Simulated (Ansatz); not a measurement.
## MgO2 (R-3m), clamped-ion strain scan

The calculation used Ansatz 0.2.0, DFT r2SCAN, scalar-relativistic, plane waves, PAW. Cutoff 500 eV, Γ-centred 12×12×12 k-points, Gaussian smearing of 0.05 eV. No spin polarisation. Energies are free energies at this smearing, counted from the undisturbed cell; pressure is positive in compression.

The undisturbed cell (relaxed at this level; it needn't be the usual structure):

```
CELL_PARAMETERS angstrom
1.57848 0.91134 3.46195
-1.57848 0.91134 3.46195
0.00000 -1.82267 3.46195
ATOMIC_POSITIONS crystal
Mg 0.00000 0.00000 0.00000
O 0.42912 0.42912 0.42912
O 0.57088 0.57088 0.57088
```

The cell is strained by ε times the Voigt pattern (1, 1, 0, 0, 0, 0) (xx, yy, zz, yz, xz, xy; engineering shear) with fractional coordinates fixed.

Question: Over the sampled range (-0.0200 to 0.0200), is the undisturbed cell the lowest point?

Answer: Yes, every other sampled point lies higher.

Question: Does the gap on the k-mesh survive along the scan?

Answer: It is 3.16 eV in the undisturbed cell and stays between 3.09 and 3.21 eV.

The scan:

| ε | ΔE (meV/atom) |
| --- | --- |
| -0.0200 | 8.4 |
| -0.0150 | 4.7 |
| -0.0100 | 2.0 |
| -0.0050 | 0.5 |
| 0.0000 | 0.0 |
| 0.0050 | 0.5 |
| 0.0100 | 2.0 |
| 0.0150 | 4.3 |
| 0.0175 | 5.9 |
| 0.0200 | 7.6 |

Cost: 10 runs of about 0.57 core-minutes in all, on AMD EPYC 9R45 (Zen 5) (shared hosts).